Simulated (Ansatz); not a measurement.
With plane-wave PAW PBE (Ansatz code), ScGeCN in the trigonal phase (P3m1; Sc on 1b, Ge on 1c, C on 1b, N on 1c) relaxes to a = 3.404 Å, c = 5.376 Å. N has 4 nearest neighbours from 1.96 Å (tetrahedral). Against the elements it lies at -0.43 eV/atom, with no fitted shifts.

The Kohn–Sham gap is 2.20 eV (indirect). Gap from PBE with spin–orbit coupling: 2.19 eV. Electrons at the band edge weigh 0.48, 0.61, 2.2 mₑ (principal values). The hole mass is 0.81, 2.0, 2.0 mₑ (principal values).

An equation-of-state fit gives a bulk modulus of 138 GPa.

The start of the workflow was typed in or built on a structure type; neither database checked (COD, Materials Project) lists it. Whether it is the stable phase at ambient conditions was not checked. Symmetry was held in the PBE relaxation; its stability against distortions is not shown here. The run is not spin-polarised. The references are the lowest solids computed at this level, not always the standard phases (solids in place of the gases). Scalar-relativistic: spin–orbit coupling is off unless named, which matters more the heavier the elements.

Potentials: the earlier of the program's two PAW sets.
